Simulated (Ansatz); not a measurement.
Al, first-principles data

Al:
Space group Pm-3n (No. 223); a = 5.0710 Å, b = 5.0710 Å, c = 5.0710 Å, α = 90.00°, β = 90.00°, γ = 90.00°

```tsv
atom	site	symmetry	x	y	z
Al	2a	m-3.	0.0000	0.0000	0.0000
Al	6c	-4m.2	0.0000	0.5000	0.2500
```

Space group Pm-3n (No. 223), A15 (β-W type); conventional cell a = 5.071 Å, b = 5.071 Å, c = 5.071 Å, α = 90.00°, β = 90.00°, γ = 90.00°.

Method: r²SCAN (plane waves, PAW; program Ansatz). The cell and atoms are relaxed at this level. Other levels are named where they apply.

Cell and energy:

- Volume per atom: 16.30 Å³
- Density: 2.75 g/cm³

Electronic structure:

- Electronic character: metallic (no gap)
- Density of states at the Fermi level: 0.37 states/eV per atom (mean over ±0.08 eV)

Mechanics:

- Bulk modulus (Birch–Murnaghan fit): 87.2 GPa
- Pressure derivative B′: 4.4
- Elastic constants (relaxed ions, GPa): C11 = 168, C12 = 47.1, C44 = 7.1
- Mechanical stability: stable (all eigenvalues of C positive)
- Hill bulk and shear moduli: 87.5 and 19.7 GPa
- Young's modulus: 55.1 GPa
- Poisson's ratio: 0.40
- Debye temperature from the elastic constants: 356 K

The start of the workflow was typed in or built on a structure type; neither database checked (COD, Materials Project) lists it. It is not the phase usual at ambient conditions (space group No. 225). Symmetry was held in the r²SCAN relaxation; whether a distortion lowers the energy is not shown. As this level gives no gap, shear constants depend on the k-mesh and smearing (Fermi–Dirac, 0.1 eV here).

Potentials: the later of the program's two PAW sets.
